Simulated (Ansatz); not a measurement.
AlNi (CsCl type): values from a third-order Birch-Murnaghan fit to a volume scan beside measured ones. Computed values: PBE (plane waves to 420 eV, PAW, scalar-relativistic; Ansatz, a quantum-chemistry and plane-wave program). AlNi is run without spin polarisation. AlNi was relaxed with its symmetry unable to fall. The PAW data are Ansatz's earlier set.

| quantity | reference | kind |
|---|---|---|
| Lattice constant a (Å) | 2.882 | measured, corrected to the static lattice |
| Bulk modulus B₀ (GPa) | 156 | measured, room temperature or unstated |

References as given in: H. Levämäki, M. P. J. Punkkinen, K. Kokko et al., Physical Review B (2014), arXiv:1402.3671; Yamada, Ryo, Mohri, Tetsuo, (2019), arXiv:1910.09660. Values not taken to low temperature hold thermal and zero-point shifts that a static calculation lacks, so small differences there are no errors of the method.

Problem. What does PBE give, and how far is that from the reference?

Solution. 
| quantity | PBE | difference |
|---|---|---|
| Lattice constant a (Å) | 2.893 | +0.4 % |
| Bulk modulus B₀ (GPa) | 159 | +1.8 % |

PBE overestimates the lattice constant a by 0.4 %.

(A scan under strain: stresses follow from slopes of the energy per volume, elastic moduli from its curvatures.)
